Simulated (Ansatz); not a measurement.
Trial structure of Cu₂Pb, not yet relaxed:

```
Cu Pb
1.0
     3.58711    0.00000    0.00000
     0.00000    5.81575    0.00000
     0.00000    0.00000    5.06453
Cu Pb
4 2
Cartesian
  0.0000 4.7049 1.8283
  0.0000 1.1108 1.8283
  1.7936 1.7971 3.2362
  1.7936 4.0187 3.2362
  0.0000 0.0000 4.3008
  1.7936 2.9079 0.7637
```

Theory: DFT PBE, scalar-relativistic, plane waves, PAW (Ansatz 0.2.0). Settings: cutoff 420 eV, Γ-centred mesh 6×4×4 on the computed 6-atom cell, Gaussian smearing of 0.10 eV; no spin polarisation.

Formation energies are uncorrected and refer to the elements' standard structures at the same level.

Problem. How far from equilibrium is it?

Solution. The pressure is 11.3 GPa (the mean over three directions, positive in compression), the largest force is 1.23 eV/Å, and the energy is +0.47 eV/atom against the elements. The shortest distance is 2.22 Å.

Problem. Is it a good guess?

Solution. A fair one: relaxing gains about 0.12 eV/atom (the start's value is from the coarse mesh, so the gain is rough) in 28 ionic steps and ends at +0.35 eV/atom on the finer mesh. The symmetry stays Pmmn (No. 59). The volume per atom grows by 7.9 %, from 17.6 to 19.0 Å³. The shortest distance goes from 2.22 Å (Cu–Cu) to 2.52 Å (Cu–Cu). Conventional cell: a = 3.275 Å, b = 7.056 Å, c = 4.932 Å. Cu is surrounded by 3 Cu at 2.52–2.55 Å, 4 Pb at 2.75–2.91 Å and 2 Cu at 3.27 Å; around Pb lie 8 Cu at 2.75–2.91 Å and 2 Pb at 3.27 Å.

The last run used a 10×6×8 mesh (in the run's order of axes) for its 6-atom cell and Gaussian smearing of 0.10 eV. Spin–orbit coupling, which can matter for Pb, is left out. The relaxation can't lower the symmetry of the start, and the grade says only how near the guess is to its own end. Symmetry constrained the relaxation, so the result can be a saddle point.
